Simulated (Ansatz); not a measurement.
N:
```cif
data_N8
_chemical_formula_sum 'N8'
_space_group_name_H-M_alt 'P 1'
_space_group_IT_number 1
_cell_length_a 5.59626
_cell_length_b 5.59626
_cell_length_c 5.59626
_cell_angle_alpha 90.000
_cell_angle_beta 90.000
_cell_angle_gamma 90.000
loop_
_space_group_symop_operation_xyz
  'x, y, z'
loop_
_atom_site_label
_atom_site_type_symbol
_atom_site_fract_x
_atom_site_fract_y
_atom_site_fract_z
_atom_site_occupancy
N1 N 0.05637 0.05637 0.05637 1
N2 N 0.94363 0.94363 0.94363 1
N3 N 0.44363 0.94363 0.55637 1
N4 N 0.55637 0.05637 0.44363 1
N5 N 0.55637 0.44363 0.94363 1
N6 N 0.44363 0.55637 0.05637 1
N7 N 0.94363 0.55637 0.44363 1
N8 N 0.05637 0.44363 0.55637 1
```

Relaxed with r²SCAN+D4.

Problem. Which orbitals make up the states near the band edges in the program Ansatz at the r²SCAN+D4 level (PAW)?

Solution. Top 1 eV of the valence band: N 2p 66 %, N 2s 31 %. Bottom 1 eV of the conduction band: N 2p 96 %. Projections are on Löwdin-orthogonalised atomic valence shells; empty p or d shells of many metals are not among them.

Problem. Tabulate the density of states.

Solution. States/eV per cell of 8 atoms, in 0.25 eV bins, energy from the valence-band maximum.

| E (eV) | total | N 2p | N 2s |
|---|---|---|---|
| -3.95 | 0.00 | 0.00 | 0.00 |
| -3.70 | 32.00 | 13.85 | 18.12 |
| -3.45 | 0.00 | 0.00 | 0.00 |
| -3.20 | 0.00 | 0.00 | 0.00 |
| -2.95 | 0.00 | 0.00 | 0.00 |
| -2.70 | 0.00 | 0.00 | 0.00 |
| -2.45 | 0.00 | 0.00 | 0.00 |
| -2.20 | 0.00 | 0.00 | 0.00 |
| -1.95 | 0.00 | 0.00 | 0.00 |
| -1.70 | 25.14 | 24.26 | 0.34 |
| -1.45 | 25.06 | 24.54 | 0.15 |
| -1.20 | 13.80 | 13.61 | 0.03 |
| -0.95 | 0.01 | 0.01 | 0.00 |
| -0.70 | 0.79 | 0.54 | 0.22 |
| -0.45 | 3.51 | 2.36 | 1.01 |
| -0.20 | 17.43 | 11.48 | 5.34 |
| 0.05 | 10.25 | 6.72 | 3.22 |
| 0.30 | 0.00 | 0.00 | 0.00 |
| 0.55 | 0.00 | 0.00 | 0.00 |
| 0.80 | 0.00 | 0.00 | 0.00 |
| 1.05 | 0.00 | 0.00 | 0.00 |
| 1.30 | 0.00 | 0.00 | 0.00 |
| 1.55 | 0.00 | 0.00 | 0.00 |
| 1.80 | 0.00 | 0.00 | 0.00 |
| 2.05 | 0.00 | 0.00 | 0.00 |
| 2.30 | 0.00 | 0.00 | 0.00 |
| 2.55 | 0.00 | 0.00 | 0.00 |
| 2.80 | 0.00 | 0.00 | 0.00 |
| 3.05 | 0.00 | 0.00 | 0.00 |
| 3.30 | 0.00 | 0.00 | 0.00 |
| 3.55 | 0.00 | 0.00 | 0.00 |
| 3.80 | 0.00 | 0.00 | 0.00 |
| 4.05 | 0.00 | 0.00 | 0.00 |
| 4.30 | 0.00 | 0.00 | 0.00 |
| 4.55 | 0.00 | 0.00 | 0.00 |
| 4.80 | 0.00 | 0.00 | 0.00 |
| 5.05 | 0.00 | 0.00 | 0.00 |
| 5.30 | 0.00 | 0.00 | 0.00 |
| 5.55 | 0.00 | 0.00 | 0.00 |
| 5.80 | 0.00 | 0.00 | 0.00 |
| 6.05 | 0.00 | 0.00 | 0.00 |
| 6.30 | 0.00 | 0.00 | 0.00 |
| 6.55 | 0.00 | 0.00 | 0.00 |
| 6.80 | 0.00 | 0.00 | 0.00 |
| 7.05 | 0.00 | 0.00 | 0.00 |
| 7.30 | 0.00 | 0.00 | 0.00 |
| 7.55 | 0.00 | 0.00 | 0.00 |
| 7.80 | 0.00 | 0.00 | 0.00 |
| 8.05 | 0.14 | 0.13 | 0.00 |
| 8.30 | 5.58 | 5.25 | 0.00 |
| 8.55 | 10.92 | 10.38 | 0.01 |
| 8.80 | 12.98 | 12.51 | 0.01 |
| 9.05 | 29.61 | 28.87 | 0.01 |
| 9.30 | 4.78 | 4.70 | 0.00 |
| 9.55 | 0.00 | 0.00 | 0.00 |
| 9.80 | 0.00 | 0.00 | 0.00 |
| 10.05 | 0.00 | 0.00 | 0.00 |
| 10.30 | 0.00 | 0.00 | 0.00 |
| 10.55 | 0.00 | 0.00 | 0.00 |
| 10.80 | 0.00 | 0.00 | 0.00 |
| 11.05 | 0.00 | 0.00 | 0.00 |
| 11.30 | 0.00 | 0.00 | 0.00 |
| 11.55 | 0.00 | 0.00 | 0.00 |
| 11.80 | 0.00 | 0.00 | 0.00 |

Space group Pa-3 (α-N2). Symmetry was held in the r²SCAN+D4 relaxation. The substance is a gas or liquid at ambient conditions; this is its low-temperature solid.

Potentials: the later of the program's two PAW sets.
